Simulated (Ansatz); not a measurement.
Cs2PtC2:
```cif
data_C2Cs2Pt
_chemical_formula_sum 'Cs2 Pt1 C2'
_space_group_name_H-M_alt 'P 1'
_space_group_IT_number 1
_cell_length_a 5.68668
_cell_length_b 5.68668
_cell_length_c 5.21952
_cell_angle_alpha 90.000
_cell_angle_beta 90.000
_cell_angle_gamma 120.000
loop_
_space_group_symop_operation_xyz
  'x, y, z'
loop_
_atom_site_label
_atom_site_type_symbol
_atom_site_fract_x
_atom_site_fract_y
_atom_site_fract_z
_atom_site_occupancy
Cs1 Cs 0.33333 0.66667 0.27514 1
Cs2 Cs 0.66667 0.33333 0.72486 1
Pt1 Pt 0.00000 0.00000 0.00000 1
C1 C 0.00000 0.00000 0.37880 1
C2 C 0.00000 0.00000 0.62120 1
```

Relaxed with r²SCAN. The program Ansatz at the r²SCAN level (PAW) gives a gap of 1.37 eV.

Problem. What gap does HSE06 give on the same cell (Ansatz, PAW)?

Solution. 1.93 eV, 0.57 eV more. The hybrid was solved on a coarser mesh and at special points; the gap given is the minimum over both.

Cost on shared cores: the r²SCAN run (SCF on a 6×6×6 mesh, then bands and DOS) around 100 core-seconds (rough), the HSE06 run (SCF on 4×4×3, then a few points) roughly 2.1 core-minutes; the tasks are unlike.

Space group P-3m1. The first step of the workflow began from a Materials Project structure, measured or hypothetical; the Crystallography Open Database files this formula in space group No. 164, but the cells were not matched. Its standing as an ambient phase is unchecked. The cell was relaxed with r²SCAN under the symmetry of its start; its stability against distortions is not shown here. The run is not spin-polarised. Spin–orbit coupling is left out wherever it is not named.

Potentials: the later of the program's two PAW sets.
